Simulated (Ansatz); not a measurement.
One run on TiCo₃ (Pm-3m): total moment held at 0.85 μB

The calculation used DFT, PBEsol, all-electron LAPW, scalar-relativistic (Ansatz 0.2.0).

Command: `ansatz run input.yaml --threads 2 --pin off --max-ram 6144MiB --backend cpu --events-out ev --progress --plain --runs-dir out`

```yaml
crystal:
  lattice:
    - [3.571, 0.0, 0.0]
    - [0.0, 3.571, 0.0]
    - [0.0, 0.0, 3.571]
  atoms:
    - { symbol: Ti, position: [0.0, 0.0, 0.0], spin: -0.109 }
    - { symbol: Co, position: [0.0, 0.5, 0.5], spin: 0.32 }
    - { symbol: Co, position: [0.5, 0.0, 0.5], spin: 0.32 }
    - { symbol: Co, position: [0.5, 0.5, 0.0], spin: 0.319 }
magnetization:
  spin_polarized: true
  initial_magnetization: 0.85
  spin_locking: { lock_magnetization: hard }
kpoints:
  mp_grid: { grid: [10, 10, 10] }
scf:
  occupations: { method: fermi_dirac, width: 0.05 }
  lower_state_search: "off"
hamiltonian:
  xc: pbesol
  pseudopotentials: { kind: all_electron, lapw: { basis_error: 0.001 } }
output:
  forces: true
  stress: true
  eigenvalues: false
```

Log:

```
settings of this run that can trade accuracy for cost: output.eigenvalues: false. Do not mix this run's numbers with those of runs without the same settings; the input reference describes each key
LAPW: plane waves up to 8.845 Å⁻¹, error target 1.0e-3 eV per atom; small_component_spin mean_spin; Ti in spheres of 1.263 Å, 12 of its electrons in bands, Dirac shells []; Co in spheres of 1.263 Å, 17 of its electrons in bands, Dirac shells [] (how accurate: hamiltonian.pseudopotentials.lapw.basis_error, Limitations)
Engine: ansatz 0.2.0
Pseudopotentials: kind: all_electron
Pseudopotential: Ti, LAPW, valence charge 12, lapw/all_electron/scalar/gaussian/Ti, Koelling and Harmon's equation, gaussian nucleus
Pseudopotential: Co, LAPW, valence charge 17, lapw/all_electron/scalar/gaussian/Co, Koelling and Harmon's equation, gaussian nucleus
Functional definition: PBEsol
  exchange = pbesol_x
  correlation = pbesol_c
Crystal: 4 atoms, lattice volume = 45.538 Å³
Basis set: ecut = 298.06723438826947 eV, 515 PW (Γ), exchange–correlation at level 2
Bands: 39, of which v1, the nominal top of the filled ones, is band 32 counted from 1 (31 counted from 0)
Symmetry: 16 space group operations
Space group: P4/mmm (ITA 123), of the structure as read, at distance tolerance 3.6e-5 Å
Magnetic group: BNS 123.339 (UNI 999), of the structure as read, at distance tolerance 3.6e-5 Å
k-points: 126 of 1000
Non-local potential: Ti, projectors of the file, none
Non-local potential: Co, projectors of the file, none
Initial density: superposition of atomic densities (chi_scale 0.1, normalization cell)
Starting moments: Σ|m| = 1.068 μB on 4 of 4 sites
Initial wavefunctions: plane waves of lowest kinetic energy (no species holds an atomic orbital)
Functional: x = pbesol(κ = 0.804, μ = 0.12345679012345678), c = pbesol(β = 0.046)
iter 1 solved again at ethr=3.23e-3 eV; its pass at ethr=1.00e-1 eV (dr2=2.04e0 eV) is discarded
SCF iter   1: F=—  HF=-136862.939949 eV  |F-HF|=—  |Δ(HF+E_count)|=         —  Δρ=2.65e-2 (↑2.41e-2 ↓2.65e-2)  dr2=2.03e0  dr2_m=7.60e-4  M=0.850 μB ∫|m|=0.956 μB  β_m=0.30  ethr=3.23e-3  ⟨swp⟩=2.1  Hψ=71329  notcnv=0
preconditioner: auto → Kerker (q_TF=auto, 2.880 Å⁻¹)  [metal: Δε(μ)=0.003 eV  Ē_g=9.529 eV  σ=0.050 eV  W_gap=0.01  n_scr=18 (ndim 8)  ℏωp=33.5 eV  f_vac=0.000  D(μ)=5.89/eV (n_scr^D=80)]
spin=Collinear: Kerker preconditioning applied to the charge; magnetization (m = ρ↑ − ρ↓) channel mixes plain (no charge-response kernel on spin).
SCF iter   2: F=—  HF=-136862.311726 eV  |F-HF|=—  |Δ(HF+E_count)|=   6.28e-1  Δρ=1.19e-2 (↑9.60e-3 ↓1.19e-2)  dr2=3.27e-1  dr2_m=6.18e-4  M=0.850 μB ∫|m|=1.080 μB  β_m=1.00  ethr=3.23e-3  ⟨swp⟩=2.6  Hψ=30928  notcnv=0  defer=1
[...]
the basis was enlarged: its passes take 1.6 MiB over the memory plan, 2 of 2 planned eigensolver slots
[...]
SCF iter  16: F=—  HF=-136862.002850 eV  |F-HF|=—  |Δ(HF+E_count)|=   5.50e-7  Δρ=9.85e-6 (↑3.69e-6 ↓9.85e-6)  dr2=9.69e-8  dr2_m=1.12e-8  M=0.850 μB ∫|m|=1.155 μB  β_m=0.69  ethr=4.49e-9  ⟨swp⟩=2.7  Hψ=29298  notcnv=0
SCF iter  17: F=—  HF=-136862.002850 eV  |F-HF|=—  |Δ(HF+E_count)|=   4.85e-8  Δρ=1.33e-5 (↑4.65e-6 ↓1.33e-5)  dr2=2.70e-7  dr2_m=8.49e-9  M=0.850 μB ∫|m|=1.155 μB  β_m=0.69  ethr=1.54e-10  ⟨swp⟩=2.0  Hψ=29100  notcnv=0
iter 18 did not close the SCF: its close was put off for a magnetic moment that had not settled (scf_convergence_deferred on its scf_iter line)
SCF iter  18: F=-136862.002850 eV  HF=-136862.002850 eV  |F-HF|=4.78e-8  |Δ(HF+E_count)|=   2.89e-8  Δρ=3.63e-6 (↑2.24e-6 ↓3.63e-6)  dr2=1.59e-8  dr2_m=9.82e-10  M=0.850 μB ∫|m|=1.155 μB  β_m=0.85  ethr=1.54e-10  ⟨swp⟩=2.0  Hψ=29095  notcnv=0
SCF iter  19: F=—  HF=-136862.002850 eV  |F-HF|=—  |Δ(HF+E_count)|=   1.89e-8  Δρ=4.55e-6 (↑2.49e-6 ↓4.55e-6)  dr2=3.82e-8  dr2_m=5.83e-10  M=0.850 μB ∫|m|=1.155 μB  β_m=0.69  ethr=2.52e-11  ⟨swp⟩=2.0  Hψ=29104  notcnv=0  recentre
SCF iter  20: F=-136862.002850 eV  HF=-136862.002850 eV  |F-HF|=4.82e-8  |Δ(HF+E_count)|=   1.67e-8  Δρ=2.62e-6 (↑1.34e-6 ↓2.62e-6)  dr2=1.29e-8  dr2_m=2.06e-10  M=0.850 μB ∫|m|=1.155 μB  ethr=2.52e-11  ⟨swp⟩=2.0  Hψ=29097  notcnv=0
SCF 1 converged in 20 iterations: F = -136862.002850 eV  dr2 = 1.29e-8
SCF converged after 20 iterations
Stability checked in part: among states of this total moment the steps that led to this state did not find it unstable. No probe was made; neither looks for a lower state of another moment (fixed_total_moment; see scf.lower_state_search)
Magnetization: 0.8500 μB (31.9250 up, 31.0750 down)
Absolute magnetization: 1.1553 μB (∫|ρ↑−ρ↓|)
Spin contamination: 0.0212 ħ² per cell (⟨S²⟩ above its minimum at these occupations)
Per-site moments (μB) at R_I (Å): [(-0.11023361921067298, 1.262539138995272), (0.33146174108845194, 1.262539138995272), (0.33146174108845194, 1.262539138995272), (0.3314478445146367, 1.262539138995272)]
Free energy (F): -136862.002850 eV
Harris-Foulkes:  -136862.002850 eV  (|F-HF|=4.82e-8)
Internal energy: -136861.957420 eV  (E = F + TS)
E sigma→0 (E₀):  -136861.980135 eV
Entropy (-TS):   -0.045430 eV (-11.357 meV/atom)
Fermi energy:    18.578914 (↑ 18.574326, ↓ 18.583501) eV
--- Per-component energies (eV) ---
  E_band       = -808.463631
  E_kinetic    = 138753.885421
  E_xc         = -5894.086308
  E_electrostatic = -269721.756533  (all electrons and nuclei)
  E_smearing   = -0.045430  (= −TS)
  E_closure    = 0.000000  (closes the sum)
  E_atoms      = -136826.673092  (free atoms, spherical and without spin; not in F)
  Σ components = -136862.002850   (vs F -136862.002850, Δ=0.00e0)
  Basis errors (estimates in eV, not in F): energy 1.9e-4 per atom: plane waves 1.5e-4 (1.1e-4 summed), levels above the bands 2.1e-29, relativity 7.9e-9, radial functions 3.9e-5, core shells 1.3e-6; eigenvalues (radial functions only) 9.8e-7; not estimated: angular momenta, meshes, grids; target (lapw.basis_error) 1.0e-3; muffin-tin radii Ti 1.263 Å, Co 1.263 Å
--- Forces (eV/Å), atoms counted from 1 ---
  atom   1  Ti    -0.00000000     0.00000000     0.00000000
  atom   2  Co     0.00000000     0.00000000     0.00000000
  atom   3  Co    -0.00000000     0.00000000     0.00000000
  atom   4  Co     0.00000000     0.00000000     0.00000000
  max |Σ_I F_I| component: 5.42e-31 eV/Å
--- Stress (GPa, compression-positive) ---
       -7.907041       0.000000       0.000000
        0.000000      -7.907041       0.000000
        0.000000       0.000000      -7.907766
  P = ⅓ Tr σ = -7.9073 GPa (-79.073 kbar)
settings of this run that can trade accuracy for cost: output.eigenvalues: false. Do not mix this run's numbers with those of runs without the same settings; the input reference describes each key
```

The log's space group differs from the title's, since the program also counts the typed moments and uses a tighter tolerance.

Site moments (μB): Ti1 -0.11, Co2 0.33, Co3 0.33, Co4 0.33. Cell moment 0.85 μB.

The magnetic group in the log treats spin as a scalar label, without spin–orbit coupling.

The Ansatz runs typed with the search for lower states off end where their start leads. These are results for the start and cell typed. The real compound can order otherwise, in a larger cell, or not at all, since semilocal functionals without spin fluctuations often overstate magnetism; near a collapse of the moment, mesh and smearing move it by tens of per cent.

It took 3.1 min on 2 threads of Arm Neoverse V1 (shared host), peak memory 1.4 GiB.
